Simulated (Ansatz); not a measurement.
BaGe:
```yaml
crystal:
  lattice:
    - [2.54373, -6.01355, 0.00000]
    - [2.54373, 6.01355, 0.00000]
    - [0.00000, 0.00000, 4.32581]
  atoms:
    - { symbol: Ba, position: [0.86362, 0.13638, 0.75000] }
    - { symbol: Ba, position: [0.13638, 0.86362, 0.25000] }
    - { symbol: Ge, position: [0.56398, 0.43602, 0.75000] }
    - { symbol: Ge, position: [0.43602, 0.56398, 0.25000] }
```

Relaxed with r²SCAN.

Question: Map the valence electron density (e/Å³), cut off at 1 on the plane through (0.864, 0.136, 0.750) spanned by u = [0, 0, 1] and v = [1, -1, 0] in lattice vectors, from r²SCAN (plane waves, PAW; program Ansatz).

Answer: x is the fraction of u, y of v (the angle between them is 90°; rows are the nearest grid lines); atoms in the plane: Ba at (0.00, 0.00), Ba at (0.50, 0.27), Ge at (0.00, 0.70), Ge at (0.50, 0.57).
```
|.-%@@%-.       .-%@@%-.|
|@@@@%=:         :=%@@@@|
|@@%+-.           .-+%@@|
|..                   ..|
|...                 ...|
|++=-:.           .:-=++|
|@@@*-:.         .:-*@@@|
|@@@@#-:.... ....:-#@@@@|
|@@@*=------=------=*@@@|
|::::::-+@@@@@@@+-::::::|
|.....:-#@@@@@@@#-:.....|
|     .:-*@@@@@*-:.     |
|       ..:::::..       |
|                       |
|          ...          |
|      .-+#@@@#+-.      |
|    .-*@@@%*%@@@*-.    |
|    .-#@@@#+#@@@#-.    |
|    .:=%@@@@@@@%=:.    |
|       .:--=--:.       |
|.                     .|
|@@%+-.           .-+%@@|
|@@@@#=:         :=#@@@@|
|.-%@@%-.       .-%@@%-.|
```
Scale: ten equal steps from 0.017 (start of ' ') to 1.00 (end of '@'), in the order ' .:-=+*#%@'; x runs from 0.000 to 1.00, y from 0.000 (bottom) to 1.00 (top).

The density is the valence pseudo-density with augmentation charge, so density and ELF within about 1 Å of a nucleus are not all-electron values.

Space group Cmcm. The workflow started from an entry of the Crystallography Open Database (COD). Whether it is the stable phase at ambient conditions was not checked. The cell was relaxed with r²SCAN under the symmetry of its start; whether a distortion lowers the energy is not shown. Spin–orbit coupling is left out wherever it is not named.

Potentials: the later of the program's two PAW sets.
